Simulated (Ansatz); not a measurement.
What a change of settings does: C (bcc type)

First run: DFT, PBEsol, all-electron LAPW, scalar-relativistic (Ansatz 0.2.0).

Command: `ansatz run input.yaml --threads 1 --pin off --max-ram 2048MiB --backend cpu --events-out ev --progress --plain --runs-dir out` It took 7.4 s on 1 thread of Arm Neoverse V1, on a shared host, peak memory 0.25 GiB.

```yaml
crystal:
  lattice:
    - [-1.171004944, 1.171004944, 1.171004944]
    - [1.171004944, -1.171004944, 1.171004944]
    - [1.171004944, 1.171004944, -1.171004944]
  atoms:
    - { symbol: C, position: [0.0, 0.0, 0.0] }
kpoints:
  mp_grid: { grid: [22, 22, 22] }
  band_path:
    path:
      - [0.0, 0.0, 0.0]
      - [0.5, -0.5, 0.5]
      - [0.0, 0.0, 0.5]
      - [0.0, 0.0, 0.0]
      - [0.25, 0.25, 0.25]
      - [0.5, -0.5, 0.5]
      - [0.25, 0.25, 0.25]
      - [0.0, 0.0, 0.5]
    npoints: 14
scf:
  occupations: { method: fermi_dirac, width: 0.08 }
hamiltonian:
  xc: pbesol
  pseudopotentials: { kind: all_electron, lapw: { basis_error: 0.001 } }
output:
  forces: true
  stress: true
  eigenvalues: true
  populations: true
  dos: { projected: true, de: 0.2, e_range: [-14, 8] }
```

The cell comes from a relaxation on PAW files under the same functional, begun from a prototype that needn't be the stable phase.

It converges in 4 SCF iterations at a pressure of -0.06 GPa.

The input is then changed:

```diff
   occupations: { method: fermi_dirac, width: 0.08 }
+  mixing: { preconditioner: ldos }
 hamiltonian:
   populations: true
-  dos: { projected: true, de: 0.2, e_range: [-14, 8] }
```

Task: Predict the outcome of the changed run.

Result: It converges in 4 SCF iterations at a pressure of -0.06 GPa, free energy 0.0 meV/atom against the first run's.
